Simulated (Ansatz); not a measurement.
**NaRu3W4: from a guess to a relaxed structure**

The calculation used DFT PBE, scalar-relativistic, plane waves, PAW in Ansatz. Cutoff 420 eV, Gaussian smearing, Γ-centred meshes. Cell and atoms relax first on a coarse mesh and then on a finer one. In between, the cell is made exact in the group found at 0.06 Å. In metals the finer mesh still leaves noise of several meV/atom or more. The steps can't lower the symmetry of their start. No spin polarisation in the relaxation; trial moments died out in a coarse test.

A trial structure of NaRu3W4 was built thus: random cell by space group and Wyckoff sites (Im-3m, No. 229). Lengths were set from tabulated atomic sizes, so they are only a guess.

```
Na Ru W
1.0
    -3.17989    3.17989    3.17989
     3.17989   -3.17989    3.17989
     3.17989    3.17989   -3.17989
Na Ru W
1 3 4
Direct
  0.00000 0.00000 0.00000
  0.00000 0.50000 0.50000
  0.50000 0.00000 0.50000
  0.50000 0.50000 0.00000
  0.50000 0.50000 0.50000
  0.00000 0.00000 0.50000
  0.00000 0.50000 0.00000
  0.50000 0.00000 0.00000
```

The zero of energy is the elements' standard structures at the same level; no fitted shifts are applied.

**Question.** Where does the relaxation end?

**Answer.** The symmetry stays Im-3m (No. 229). The volume per atom shrinks by 4.3 %, from 16.1 to 15.4 Å³. The shortest distance goes from 2.75 Å (Na–W and Ru–W) to 2.71 Å (Na–W and Ru–W). Conventional cell: a = 6.266 Å. Around Na lie 8 W at 2.71 Å and 6 Ru at 3.13 Å; Ru is surrounded by 8 W at 2.71 Å, 2 Na at 3.13 Å and 4 Ru at 3.13 Å; around W lie 2 Na at 2.71 Å, 6 Ru at 2.71 Å and 6 W at 3.13 Å.

```cif
data_structure
_symmetry_space_group_name_H-M 'Im-3m'
_symmetry_Int_Tables_number 229
_cell_length_a 6.2663
_cell_length_b 6.2663
_cell_length_c 6.2663
_cell_angle_alpha 90.000
_cell_angle_beta 90.000
_cell_angle_gamma 90.000
_cell_volume 246.06
loop_
_atom_site_label
_atom_site_type_symbol
_atom_site_symmetry_multiplicity
_atom_site_Wyckoff_symbol
_atom_site_fract_x
_atom_site_fract_y
_atom_site_fract_z
_atom_site_occupancy
Na1 Na 2 a 0.00000 0.00000 0.00000 1
Ru1 Ru 6 b 0.50000 0.00000 0.00000 1
W1 W 8 c 0.25000 0.25000 0.25000 1
```

**Question.** How does it come out in energy, and is it a metal?

**Answer.**

- Energy over the elements: +0.77 eV/atom
- Gap on the 8×8×8 mesh of the 8-atom cell: 0 eV (a metal)

A positive value: parting into the elements would lower its energy.

The last run used Gaussian smearing of 0.10 eV. Spin–orbit coupling, which can matter for W, is left out. A structure relaxed within its symmetry needn't be a true minimum. In all, the 3 runs took 2.8 min on 1 thread of Arm Neoverse N1 (shared host).
